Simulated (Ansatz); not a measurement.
Relaxed-ion elastic tensor of Te₂Mo in space group P6_3/mmc (No. 194; Te on 4f, Mo on 2d) in GPa (Voigt order), plane-wave PAW r²SCAN+D4 (Ansatz code); density 7.51 g/cm³, 25.88 Å³ per atom.

```
 126  31.9   9.8   0.0   0.0   0.0
31.9   126   9.8   0.0   0.0   0.0
 9.8   9.8  38.4   0.0   0.0   0.0
 0.0   0.0   0.0  16.2   0.0   0.0
 0.0   0.0   0.0   0.0  16.2   0.0
 0.0   0.0   0.0   0.0   0.0  47.1
```

### Question
Is the crystal mechanically stable?

### Answer
Yes: the smallest eigenvalue of C is 16.2 GPa.

### Question
Work out the Voigt, Reuss and Hill averages.

### Answer
K_V = 43.7, K_R = 30.0, K_H = 36.9; G_V = 31.8, G_R = 23.7, G_H = 27.8 GPa.

### Question
Give Young's modulus, Poisson's ratio, Pugh's ratio and the universal anisotropy index.

### Answer
E = 9KG/(3K + G) = 66.6 GPa; ν = 0.20; K/G = 1.33 (brittle by the Pugh limit of 1.75); A_U = 5G_V/G_R + K_V/K_R − 6 = 2.17.

### Question
Estimate the sound speeds and the Debye temperature.

### Answer
v_l = √((K + 4G/3)/ρ) = 3140 m/s, v_t = √(G/ρ) = 1920 m/s, mean 2120 m/s; Θ = (h/k)(3n/4πV)^(1/3) v_m = 214 K.

### Question
How much does each axis shrink under pressure?

### Answer
Linear compressibilities β_i = Σ_j S_ij (j = 1 to 3): x 4.9, y 4.9, z 24 per TPa.

Symmetry was held in the r²SCAN+D4 relaxation. No spin polarisation was allowed. Scalar-relativistic: spin–orbit coupling is off unless named, which matters more the heavier the elements.

Potentials: the later of the program's two PAW sets.
